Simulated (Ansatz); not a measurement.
YNbN3:
Space group Pm-3m (No. 221); a = 4.0109 Å, b = 4.0109 Å, c = 4.0109 Å, α = 90.00°, β = 90.00°, γ = 90.00°

```csv
atom,site,symmetry,x,y,z
Y,1a,m-3m,0.0000,0.0000,0.0000
Nb,1b,m-3m,0.5000,0.5000,0.5000
N,3c,4/mm.m,0.0000,0.5000,0.5000
```

Relaxed with PBEsol.

**Question.** Decompose the optical modes at the zone centre into irreducible representations, and say which are infrared and Raman allowed.

**Answer.** Point group m-3m: Γ_opt = 3T1u + T2u. Infrared: T1u. Raman: none.

**Question.** Assign frequencies (DFPT, PBEsol (plane waves, PAW; program Ansatz)).

**Answer.** T1u 305i, T2u 253i, T1u 52, T1u 693 cm⁻¹.

The start of the workflow was typed in or built on a structure type; neither database checked (COD, Materials Project) lists it. Whether it is the stable phase at ambient conditions was not checked. The cell was relaxed with PBEsol under the symmetry of its start. At this level the phase is dynamically unstable (imaginary phonons). The workflow began spin-polarised and lost its moments. As this level gives no gap, phonon frequencies hold no LO–TO term and depend on the k-mesh and smearing (Fermi–Dirac, 0.1 eV here).

Potentials: the earlier of the program's two PAW sets. The files were generated under PBE; for other functionals the program regenerates the frozen cores, and for LDA and PBEsol the local potential too.
